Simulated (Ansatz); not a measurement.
## Profile along the Ti–Al line in Ti3Al (D019 type, space group P6_3/mmc)

Ti3Al (D019 type, space group P6_3/mmc)

Space group P6₃/mmc (No. 194); a = b = 5.7471 Å, c = 4.6315 Å, α = β = 90.00°, γ = 120.00°

```csv
atom,site,symmetry,x,y,z
Ti,6h,mm2,0.3404,0.1702,0.2500
Al,2c,-6m2,0.3333,0.6667,0.2500
```

Fields along a shortest Ti–Al line of a (-1 1 0 0) plane (2.87 Å), from Ti to Al, interpolated on the slice's grid (step about 0.2 Å). Computed with r2SCAN (plane waves to 500 eV, PAW, scalar-relativistic; Ansatz, a first-principles code). k mesh 10×10×10. Near the nuclei the fields are pseudised (PAW); where an atom keeps semicore shells as valence, they peak there. Ti3Al is run without spin polarisation. Ti3Al was relaxed with its symmetry unable to fall.

```csv
distance from Ti (Å),valence electron density (e/Å³),electron localisation function
0.00,10.19,x
0.14,9.97,x
0.29,8.89,x
0.43,6.69,x
0.57,3.91,0.64
0.72,1.77,0.53
0.86,0.68,0.28
1.00,0.32,0.11
1.15,0.22,0.11
1.29,0.20,0.22
1.44,0.20,0.39
1.58,0.21,0.53
1.72,0.22,0.61
1.87,0.23,0.60
2.01,0.22,0.48
2.15,0.17,0.27
2.30,0.12,0.08
2.44,0.08,x
2.58,0.07,x
2.73,0.06,x
2.87,0.06,x
```

x: too close to a nucleus for the ELF to mean much.

Density on the Ti–Al line (2.87 Å) at its density minimum, 1.4 Å from Ti: 0.20 e/Å³. ELF at that point: 0.3. ELF maximum in the middle third of the Ti–Al line: 0.61, 1.8 Å from Ti.
